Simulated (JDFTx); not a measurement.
AlRu(100) slab cut from bulk AlRu (space group Pm-3m, indices of the conventional cell, lattice of the Materials Project entry mp-542569, not re-optimised): 7 atoms in 7 planes, a 1x1 cell of 8.90 Å² (|a| = 2.982, |b| = 2.982 Å), 8.9 Å between the outermost planes, Ru outermost, slab composition Al3Ru4, cell height 24.9 Å, 8×8×1 k mesh, Fermi smearing 0.01 Ha, no spin polarisation. Whether this polymorph is the ambient one wasn't checked.

Level of theory: PBE, GBRV ultrasoft potentials, plane waves to 20/100 Ha; code: JDFTx (a modified build). Liquid: linear PCM (GLSSA13), water, 0.5 M NaCl. The neutral cell holds 73 valence electrons and has two faces of 8.895 Å² each. Last filling lines of the neutral and of a charged run (μ in hartree, zero in the bulk liquid):

```
FillingsUpdate:  mu: -0.149299675  nElectrons: 73.000000
FillingsUpdate:  mu: -0.174192000  nElectrons: 72.786146
```

A calculation by hand: both potentials, by the convention U = −μ/e − 4.44 V vs SHE, the surface charge density and the mean capacitance.

U_pzc = 0.14930 × 27.2114 − 4.44 = -0.38 V; U = 0.17419 × 27.2114 − 4.44 = 0.30 V. The cell has -0.2139 excess electrons, a net charge of 0.2139 e, shared by two faces: σ = 0.2139 e / (2 × 8.895 Å²) = 0.01202 e/Å² = 19.3 μC/cm² (1 e/Å² = 1602.18 μC/cm²). C = σ/(U − U_pzc) = 19.3/0.68 ≈ 28 μF/cm².
